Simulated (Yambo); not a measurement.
BSE-type run in Yambo on MgZn3S4 (space group Pm, No. 6), at zero momentum.

Quantum ESPRESSO step (PBEsol, PseudoDojo standard norm-conserving files, scalar-relativistic):
```
&CONTROL
  calculation = 'nscf'
  pseudo_dir = './pseudo'
  outdir = './out'
/
&SYSTEM
  ibrav = 0
  nat = 8
  ntyp = 3
  ecutwfc = 84.0
  ecutrho = 336.0
  occupations = 'fixed'
  force_symmorphic = .true.
  nbnd = 111
/
&ELECTRONS
  conv_thr = 8e-09
  diago_full_acc = .true.
  diago_thr_init = 1e-08
/
ATOMIC_SPECIES
Mg 24.3050 Mg.upf
S 32.0600 S.upf
Zn 65.3800 Zn.upf
CELL_PARAMETERS angstrom
  6.312280000000   0.000000000000   0.000000000000
  0.000000000000   3.854470000000   0.000000000000
 -0.005269000000   0.000000000000   6.693218000000
ATOMIC_POSITIONS crystal
Mg   0.500400000000   0.000000000000   0.666500000000
S   0.113000000000   0.000000000000   0.665400000000
S   0.127100000000   0.500000000000   0.167400000000
S   0.630300000000   0.500000000000   0.843500000000
S   0.627700000000   0.000000000000   0.324100000000
Zn   0.499600000000   0.500000000000   0.166700000000
Zn   0.999300000000   0.500000000000   0.836500000000
Zn   0.998700000000   0.000000000000   0.329800000000
K_POINTS automatic
4 4 2 0 0 0
```

Yambo input:
```
rim_cut
optics
bse
bss
dipoles
em1s
RandQpts= 1000000
RandGvec= 1 Ry
FFTGvecs= 40 Ry
Chimod= "HARTREE"
BSKmod= "SEX"
BSEmod= "resonant"
BSSmod= "hs"
BSENGexx= 15 Ry
BSENGBlk= 3 Ry
% KfnQP_E
 1.446 | 1.0 | 1.0 |
%
% BSEQptR
 1 | 1 |
%
% BSEBands
 27 | 60 |
%
% BEnRange
 0.0 | 10.7 | eV
%
% BDmRange
 0.15 | 0.15 | eV
%
BEnSteps= 214
% BLongDir
 0.0 | 0.0 | 1.0 |
%
BSHayTrs= -0.02
BSSNEig= 24
WRbsWF
% BndsRnXs
 17 | 107 |
%
NGsBlkXs= 3 Ry
% LongDrXs
 1.0 | 1.0 | 1.0 |
%
```

From the report:

The dimension is k points × valence × conduction bands = 32 × 21 × 13 = 8736.
```
  [SLEPC] Approach                          : Krylov-Schur
  [SLEPC] Number of requested eigenvalues   :  24
  [SLEPC] Number of eigenvalues        [NEV]:  24
   [K] Dimension                                    :   8736
   [K] Bands                                        :   27   60
   [K] Exchange res                                 : yes
   [K] Correlation res                              : yes
   [K] W interaction is bare                        : no
   [K] RL vectors exchange                          :  1081
   [K] RL vectors correlation                       :   97
   [W] Matrix size                                  :   97
   [W] Bands                                        :   17  107
   [W] Coulomb Cutoff                               : none
   [W] Hxc Kernel                                   : HARTREE
```

Geometry of the Materials Project entry, not relaxed at this level.

The structure is a Materials Project entry; no match was found in the copy of COD used, and its stability was not checked.
